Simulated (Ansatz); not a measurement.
CsSnBr₃ (cubic perovskite, Pm-3m) at seven volumes, PBEsol (plane waves, PAW; program Ansatz), scaled uniformly. One row is withheld.

```json
[
 {"V (Å³/atom)": "34.648", "P (GPa)": "?"},
 {"V (Å³/atom)": "35.791", "P (GPa)": "1.67"},
 {"V (Å³/atom)": "36.933", "P (GPa)": "0.80"},
 {"V (Å³/atom)": "38.075", "P (GPa)": "0.06"},
 {"V (Å³/atom)": "39.217", "P (GPa)": "-0.56"},
 {"V (Å³/atom)": "40.360", "P (GPa)": "-1.09"},
 {"V (Å³/atom)": "41.502", "P (GPa)": "-1.53"}
]
```

Problem. Fit the shown pressures and predict the withheld one.

Solution. P = (3/2)B₀(x^(7/2) − x^(5/2))[1 + (3/4)(B′ − 4)(x − 1)] with x = (V₀/V)^(2/3). Least squares on the six rows gives V₀ = 38.179 Å³/atom, B₀ = 22.3 GPa, B′ = 4.64. At V = 34.648, x = 1.0668 and P = 2.71 GPa. The run itself gave 2.70 GPa.

The PBEsol relaxation kept the symmetry of its start. Scalar-relativistic: spin–orbit coupling is off unless named, which matters more the heavier the elements.

Potentials: the later of the program's two PAW sets.
